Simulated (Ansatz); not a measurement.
HfN (rock salt)

```
HfN
1.0
    0.00000     4.54789     4.54789
    2.27394     0.00000     2.27394
    2.27394     2.27394     0.00000
N Hf
2 2
Direct
  0.00000   0.00000   0.00000
  0.50000   0.00000   0.00000
  0.25000   0.50000   0.50000
  0.75000   0.50000   0.50000
```

The atoms are displaced by Q × the pattern below (from a DFPT mode at L = (0.5, 0.0, 0.0), largest move 1; Q in Å), at fixed cell. (q is in reciprocal vectors of the primitive cell; the cell shown is doubled to hold the pattern.)

```csv
atom,x,y,z
N1,0.577,-0.577,-0.577
N2,-0.577,0.577,0.577
```

Atoms not listed stay in place.

All values below come from PBE (plane waves to 420 eV, PAW, scalar-relativistic; Ansatz, an electronic-structure program). k mesh 9×18×18 (Γ-centred), Fermi-Dirac smearing 0.05 eV. Energies are smeared free energies. With partly filled bands, energies and forces of such displacements shift with the k mesh and the smearing. HfN is run without spin polarisation. HfN was relaxed with its symmetry unable to fall. Spin-orbit coupling is left out, though Hf is heavy. The zero of ΔE is the undisplaced structure. The last digit holds for this mesh only.

```csv
Q (Å),ΔE (meV/cell)
-0.180,withheld
-0.150,277.6
-0.120,177.4
-0.090,100.1
-0.060,44.6
-0.030,11.1
0.000,0.0
0.030,11.1
0.060,44.6
0.090,100.1
0.120,177.4
0.150,277.6
0.180,withheld
```

Question: Fit an even polynomial form (powers 2, 4, 6) to the given rows and predict ΔE at Q = -0.180.

Answer: Least squares on the 11 given rows: ΔE = (12440)·Q² + (-15320)·Q⁴ + (469700)·Q⁶, in meV/cell with Q in Å; root-mean-square residual 0.07 meV/cell. At -0.180 the fit gives 402.9 meV/cell; the calculation gives 403.1 meV/cell, so the extrapolation is off by -0.2 (-0.0 %). The quadratic term alone would give 403.1 meV/cell.

(For displaced atoms, the force is minus the slope of the energy, and its curvature is a force constant, which sets phonon frequencies.)
